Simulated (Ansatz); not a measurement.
ZnSe:
```xyz
2
Lattice="3.6915 0.0000 0.0000 -1.8457 3.1969 0.0000 0.0000 0.0000 3.3202" Properties=species:S:1:pos:R:3 pbc="T T T"
Zn     0.0000     0.0000     0.0000
Se     1.8457     1.0656     1.6601
```

Relaxed with r²SCAN. Special points in fractions of this cell's reciprocal vectors: Γ (0.000, 0.000, 0.000); M (0.500, 0.000, 0.000); K (0.333, 0.333, 0.000); A (0.000, 0.000, 0.500); L (0.500, 0.000, 0.500); H (0.333, 0.333, 0.500).

### Question
List the band energies nearest the Fermi level at these points for the program Ansatz at the r²SCAN level (PAW).

### Answer
In eV from the Fermi level; about four levels below and three above (degenerate sets whole), none deeper than 8.9 eV; … stands for higher levels left out; points with the same levels are listed once.

```
k                          below           above
-  -----------------------------  --------------
Γ  -6.98 -6.98 -0.91 -0.76 -0.76          0.39 …
M        -7.00 -6.99 -6.14 -2.34  0.48 2.17 7.00
K        -7.02 -6.88 -5.78 -4.59  0.68 5.94 6.49
A  -7.17 -7.17 -7.09 -7.09 -6.32  0.19 0.19 4.96
L        -4.72 -4.15 -0.91 -0.44          5.26 …
H        -4.27 -3.92 -2.02 -0.61          1.70 …
```

Space group P-6m2. The cell is a constructed one: a structure type filled with these elements; neither database checked (COD, Materials Project) lists it. It is not the phase usual at ambient conditions (space group No. 216). Symmetry was held in the r²SCAN relaxation; its stability against distortions is not shown here. Scalar-relativistic: spin–orbit coupling is off unless named, which matters more the heavier the elements.

Potentials: the later of the program's two PAW sets.
